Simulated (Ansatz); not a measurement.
A geometry of Ag away from equilibrium: the start of the relaxation of a relaxed Ag cell shaken by Gaussian noise of σ = 0.08 Å a coordinate. Level of theory: r2SCAN (plane waves to 500 eV, PAW, scalar-relativistic; Ansatz, an electronic-structure program). Γ-centred k-mesh 6×6×6 on the run's cell (coarser than for final values), Fermi–Dirac smearing 0.05 eV.

```xyz
8
Lattice="5.2268 0.0000 0.0000 0.0000 5.2268 0.0000 0.0000 0.0000 5.2268" Properties=species:S:1:pos:R:3 pbc="T T T"
Ag     1.2864    -0.0131     2.6350
Ag     3.7946     0.0207     2.5190
Ag     0.0410     2.4467     1.3045
Ag     0.0375     2.7051     4.0309
Ag     2.6273     1.2147     0.0796
Ag     2.5531     3.8590    -0.1182
Ag    -0.0099     0.0950    -0.0724
Ag     2.7331     2.6640     2.6455
```

### Question
Give the Cartesian forces on all atoms (eV/Å).

### Answer
```csv
atom,Fx,Fy,Fz
Ag1,-1.05,-0.01,-0.08
Ag2,1.30,0.03,0.03
Ag3,0.10,0.30,1.28
Ag4,0.04,0.18,-1.29
Ag5,-0.05,0.47,0.02
Ag6,0.05,-0.13,0.29
Ag7,-0.06,-0.56,0.05
Ag8,-0.32,-0.28,-0.29
```

### Question
What is the pressure?

### Answer
+1.4 GPa, compression positive.

No spin polarisation in the result.

The end of the path is a generated cell of Ag: the first start was made by placing the elements on the sites of a structure type, and the end was not matched to a known phase here, so it may be hypothetical. Known forms of Ag include space group No. 225.
